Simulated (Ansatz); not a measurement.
Consider a crystal of Cs3Li4I4 in space group I-43m (No. 217), with Cs on 6b; Li on 8c; I on 8c. The guess for Cs3Li4I4 was made by a generator: 4-connected net, two elements alternating, guests in its cages (guest Cs).

Computed with DFT PBE, scalar-relativistic, plane waves, PAW (Ansatz 0.2.0). Cutoff 420 eV, Γ-centred mesh, Gaussian smearing, no spin polarisation.

The zero of energy is the elements' standard structures at the same level; no fitted shifts are applied.

Question: Give the relaxed lattice parameters and positions.

Answer:

Space group I-43m (No. 217). a = 9.831 Å, b = 9.831 Å, c = 9.831 Å, α = 90.00°, β = 90.00°, γ = 90.00°
```json
{"atom": "Cs", "site": "6b", "symmetry": "-42.m", "x": "0.5000", "y": "0.0000", "z": "0.0000"}
{"atom": "Li", "site": "8c", "symmetry": ".3m", "x": "0.8957", "y": "0.1043", "z": "0.1043"}
{"atom": "I", "site": "8c", "symmetry": ".3m", "x": "0.2618", "y": "0.7382", "z": "0.2618"}
```

Around Cs lie 4 Li at 4.15 Å, 8 I at 4.19–4.33 Å and 4 Cs at 4.92 Å; around Li lie 1 I at 2.68 Å, 3 Li at 2.90 Å, 3 I at 3.85 Å and 3 Cs at 4.15 Å; I is surrounded by 1 Li at 2.68 Å, 3 Li at 3.85 Å and 6 Cs at 4.19–4.33 Å. Another local minimum with the same sites may exist.

Question: And its energy and gap?

Answer: The formation energy is −0.85 eV/atom. The gap on the 6×6×6 mesh of the 11-atom cell is 0 eV (a metal). A negative formation energy is needed for stability but isn't enough: competing phases decide.

The last run used Gaussian smearing of 0.10 eV. These runs have no spin–orbit coupling, which can matter for I. An odd number of electrons in the primitive cell allows no gap without spin; a larger cell or a magnetic state could open one. The cell is a metal run without spin; a magnetic state may lie lower. The reference form of I is held partly by dispersion forces, which this level lacks. A structure relaxed within its symmetry needn't be a true minimum.
